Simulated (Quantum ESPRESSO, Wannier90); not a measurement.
Tight-binding from DFT: CsGeCl$_{3}$ (R3m)

Materials Project entry mp-22988; symmetrised, unrelaxed at this level. Not found in the COD (Crystallography Open Database) copy used; not checked further. Computed values, not measurements, from PBEsol: Quantum ESPRESSO (norm-conserving PseudoDojo potentials, cutoff 63 Ry, spinors with spin-orbit coupling) on a Γ-centred 4×4×4 mesh, then Wannier90. Density: 6×6×6 mesh, cold smearing 0.01 Ry.

On the energy scale of pw.x, whose zero is arbitrary, the valence-band maximum lies at 3.85 eV.

Input w.win:

```
num_bands = 2
num_wann = 2
exclude_bands = 1-12,15-72
spinors = true
num_iter = 1000
conv_tol = 1.0e-6
conv_window = 4
write_hr = true
write_u_matrices = true
auto_projections = true
begin unit_cell_cart
ang
    3.8468149941    2.2209596724    3.1783000000
   -3.8468149941    2.2209596724    3.1783000000
    0.0000000000   -4.4419193447    3.1783000000
end unit_cell_cart
begin atoms_frac
Cs  -0.0016000000 -0.0016000000 -0.0016000000
Ge  -0.4844700000 -0.4844700000 -0.4844700000
Cl   0.4967050000  0.4967050000 -0.0513600000
Cl  -0.0513600000  0.4967050000  0.4967050000
Cl   0.4967050000 -0.0513600000  0.4967050000
end atoms_frac
mp_grid = 4 4 4
begin kpoints
0.0000000000 0.0000000000 0.0000000000
0.0000000000 0.0000000000 0.2500000000
0.0000000000 0.0000000000 0.5000000000
... (61 more lines: the 4x4x4 mesh through Gamma)
end kpoints
```

Input of pw2wannier90.x that gives the overlap and projection files (equivalent; here they were cut from one run over all bands):

```
&inputpp
  outdir = './out'
  prefix = 'pwscf'
  seedname = 'w'
  write_amn = .true.
  write_mmn = .true.
  scdm_proj = .true.
  scdm_entanglement = 'isolated'
/
```

Output w.wout (banner and timings cut):

```
                                    ------
                                    SYSTEM
                                    ------

                              Lattice Vectors (Ang)
                    a_1     3.846815   2.220960   3.178300
                    a_2    -3.846815   2.220960   3.178300
                    a_3     0.000000  -4.441919   3.178300

                   Unit Cell Volume:     162.92514  (Ang^3)

                        Reciprocal-Space Vectors (Ang^-1)
                    b_1     0.816674   0.471507   0.658967
                    b_2    -0.816674   0.471507   0.658967
                    b_3     0.000000  -0.943014   0.658967

 *----------------------------------------------------------------------------*
 |   Site       Fractional Coordinate          Cartesian Coordinate (Ang)     |
 +----------------------------------------------------------------------------+
 | cs   1  -0.00160  -0.00160  -0.00160   |    0.00000  -0.00000  -0.01526    |
 | ge   1  -0.48447  -0.48447  -0.48447   |    0.00000  -0.00000  -4.61937    |
 | cl   1   0.49670   0.49670  -0.05136   |    0.00000   2.43446   2.99412    |
 | cl   2  -0.05136   0.49670   0.49671   |   -2.10830  -1.21723   2.99412    |
 | cl   3   0.49670  -0.05136   0.49671   |    2.10830  -1.21723   2.99412    |
 *----------------------------------------------------------------------------*
                                ------------
                                K-POINT GRID
                                ------------

             Grid size =  4 x  4 x  4      Total points =   64

 *---------------------------------- MAIN ------------------------------------*
 |  Number of Wannier Functions               :                 2             |
 |  Number of Objective Wannier Functions     :                 2             |
 |  Number of input Bloch states              :                 2             |
 |  Output verbosity (1=low, 5=high)          :                 1             |
 |  Timing Level (1=low, 5=high)              :                 1             |
 |  Optimisation (0=memory, 3=speed)          :                 3             |
 |  Length Unit                               :               Ang             |
 |  Post-processing setup (write *.nnkp)      :                 F             |
 |  Using Gamma-only branch of algorithms     :                 F             |
 *----------------------------------------------------------------------------*
 *------------------------------- WANNIERISE ---------------------------------*
 |  Total number of iterations                :              1000             |
 |  Number of CG steps before reset           :                 5             |
 |  Trial step length for line search         :             2.000             |
 |  Convergence tolerence                     :         0.100E-05             |
 |  Convergence window                        :                 4             |
 |  Iterations between writing output         :                 1             |
 |  Iterations between backing up to disk     :               100             |
 |  Write r^2_nm to file                      :                 F             |
 |  Write xyz WF centres to file              :                 F             |
 |  Write on-site energies <0n|H|0n> to file  :                 F             |
 |  Use guiding centre to control phases      :                 F             |
 |  Use phases for initial projections        :                 F             |
 *----------------------------------------------------------------------------*
 *-------------------------------- PLOTTING ----------------------------------*
 |  Plotting Hamiltonian in WF basis          :                 T             |
 *----------------------------------------------------------------------------*

       ... (k-mesh section left out)

 Starting a new Wannier90 calculation ...

 Reading overlaps from w.mmn

 Reading projections from w.amn

 *------------------------------- WANNIERISE ---------------------------------*
 +--------------------------------------------------------------------+<-- CONV
 | Iter  Delta Spread     RMS Gradient      Spread (Ang^2)            |<-- CONV
 +--------------------------------------------------------------------+<-- CONV

 ------------------------------------------------------------------------------
 Initial State
  WF centre and spread    1  (  0.003502, -0.002022, -3.535154 )     4.92532236
  WF centre and spread    2  ( -3.850346,  2.222998, -0.351225 )     4.72838612
  Sum of centres and spreads ( -3.846844,  2.220976, -3.886379 )     9.65370847

      0     0.965E+01     0.0000000000        9.6537084711  <-- CONV
        O_D=      0.6840179 O_OD=      0.1277543 O_TOT=      9.6537085 <-- SPRD
 ------------------------------------------------------------------------------
      1    -0.736E+00     1.0951452045        8.9181693758  <-- CONV
        O_D=      0.0685116 O_OD=      0.0077215 O_TOT=      8.9181694 <-- SPRD
      2    -0.405E-01     0.3978210495        8.8776781605  <-- CONV
        O_D=      0.0343282 O_OD=      0.0014137 O_TOT=      8.8776782 <-- SPRD
      3    -0.253E-02     0.0975255628        8.8751441102  <-- CONV
        O_D=      0.0328827 O_OD=      0.0003252 O_TOT=      8.8751441 <-- SPRD
      4    -0.424E-03     0.0404960759        8.8747200400  <-- CONV
        O_D=      0.0326947 O_OD=      0.0000891 O_TOT=      8.8747200 <-- SPRD
      5    -0.105E-03     0.0176857917        8.8746152633  <-- CONV
        O_D=      0.0326618 O_OD=      0.0000172 O_TOT=      8.8746153 <-- SPRD
       ... (lines left out)
      9    -0.100E-07     0.0002095664        8.8745790843  <-- CONV
        O_D=      0.0326388 O_OD=      0.0000040 O_TOT=      8.8745791 <-- SPRD
     10    -0.218E-08     0.0000868065        8.8745790821  <-- CONV
        O_D=      0.0326388 O_OD=      0.0000040 O_TOT=      8.8745791 <-- SPRD
     11    -0.842E-09     0.0000555187        8.8745790813  <-- CONV
        O_D=      0.0326388 O_OD=      0.0000040 O_TOT=      8.8745791 <-- SPRD
             <<<     Delta < 1.000E-06  over  4 iterations     >>>
             <<< Wannierisation convergence criteria satisfied >>>
 Final State
  WF centre and spread    1  (  0.000000, -0.000000, -3.532371 )     4.43728954
  WF centre and spread    2  ( -3.846815,  2.220960, -0.354071 )     4.43728954
  Sum of centres and spreads ( -3.846815,  2.220960, -3.886443 )     8.87457908

         Spreads (Ang^2)       Omega I      =     8.841936236
        ================       Omega D      =     0.032638842
                               Omega OD     =     0.000004003
    Final Spread (Ang^2)       Omega Total  =     8.874579081
```
